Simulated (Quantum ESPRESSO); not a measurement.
## Kohn-Sham bands of Cu (hcp (Mg type), model phase)

```yaml
crystal:
  lattice:
    - [2.53410, 0.00000, 0.00000]
    - [-1.26705, 2.19459, 0.00000]
    - [0.00000, 0.00000, 4.11257]
  atoms:
    - { symbol: Cu, position: [0.33333, 0.66667, 0.25000] }
    - { symbol: Cu, position: [0.66667, 0.33333, 0.75000] }
```

Structure: Materials Project mp-989782, symmetrised, not relaxed again. This isn't the element's usual structure (fcc); take it as a model of another phase. Level: LDA, no spin polarisation, no spin-orbit coupling; pw.x of Quantum ESPRESSO at 74 Ry with PseudoDojo potentials, 12×12×6 k-points, Wannier90. Density: 18×18×10 mesh, cold smearing 0.01 Ry.

**Question.** List the Kohn-Sham levels between −8 and 3.0 eV relative to the Fermi level at the high-symmetry points, as a band run of pw.x on that density gives them (levels within 2 meV counted together).

**Answer.** 
| point | k (reciprocal lattice) | levels (eV) |
|---|---|---|
| Γ | 0.000 0.000 0.000 | -5.25, -3.04, -2.99 (×2), -2.76 (×2), -2.47 (×2), -1.65 (×2), -1.04 |
| M | 0.500 0.000 0.000 | -4.99, -4.70, -4.44, -3.11, -3.09, -2.95, -2.72, -1.55, -1.48, -1.44, 0.06, 1.63 |
| K | 0.333 0.333 0.000 | -4.27, -4.16 (×2), -3.88, -3.20 (×2), -2.50, -1.75 (×2), -1.65 |
| A | 0.000 0.000 0.500 | -7.46 (×2), -3.30 (×2), -3.04 (×4), -1.89 (×4) |
| L | 0.500 0.000 0.500 | -5.00 (×2), -3.90 (×2), -2.37 (×2), -1.85 (×2), -1.49 (×2), 0.46 (×2) |
| H | 0.333 0.333 0.500 | -4.01 (×2), -3.89 (×2), -3.33 (×2), -2.45 (×2), -1.62 (×2) |
